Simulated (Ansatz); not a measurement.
**Y (simple cubic): energy against volume**

Level of theory: DFT, r2SCAN, plane waves (500 eV) with PAW, scalar-relativistic in Ansatz. (PAW data from PBE, frozen cores regenerated.)

The cell is scaled uniformly from the relaxed one, with fractional coordinates and shape fixed. Energies are extrapolated to zero smearing, pressures are those at the given smearing. Magnetic state: ferromagnetic.

A Birch-Murnaghan fit gives V₀ = 35.60 Å³/atom, B₀ = 26 GPa, B₀′ = 1.7.

Question: What are the energy above the minimum and the pressure at 31.374 Å³/atom?

Answer: 45.4 meV/atom and 3.69 GPa as computed.

Question: What are the energy above the minimum and the pressure at 34.226 Å³/atom?

Answer: 4.5 meV/atom and 1.04 GPa as computed.

Question: What are the energy above the minimum and the pressure at 37.079 Å³/atom?

Answer: 4.8 meV/atom and -1.04 GPa as computed.
